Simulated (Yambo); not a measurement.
Yambo run on CuI (space group Cmcm, No. 63). The wavefunctions are PBEsol (Quantum ESPRESSO, PseudoDojo norm-conserving, 92 Ry, scalar-relativistic) ones on a 2×2×4 mesh (26 occupied bands); a = b = 4.811 Å, c = 4.366 Å, α = β = 90.00°, γ = 93.18°.

Yambo input:

```
rim_cut
gw0
dyson
el_el_corr
HF_and_locXC
cohsex
em1s
RandQpts= 1000000
RandGvec= 1 Ry
EXXRLvcs= 92 Ry
VXCRLvcs= 368 Ry
Chimod= "HARTREE"
% BndsRnXs
 9 | 224 |
%
NGsBlkXs= 8 Ry
% LongDrXs
 1.0 | 1.0 | 1.0 |
%
ExtendOut
% QPkrange
 1 | 1 | 26 | 27 |
%
```

k points by index: 1 = Γ.

The o-*.qp file then holds:

```
#    K-point    Band    Eo [eV]    E [eV]    E-Eo [eV]    Vxc [eV]    Vnlxc [eV]    Sc|Eo [eV]    Re(Z)    Im(Z)
#
    1    26    0.000000    -1.944169    -1.944169    -23.23643    -27.64724    2.466643    1.000000    0.000000
    1    27    0.756338    -0.550499    -1.306837    -12.00841    -8.021749    -5.293498    1.000000    0.000000
```
(The two width columns are left out.) Convergence of these settings isn't established.

Spin-orbit coupling is not included.

Geometry relaxed with PBE+D3(BJ).

This is not the ordinary phase of the substance; no match was found in the copy of COD used, and its stability was not checked.
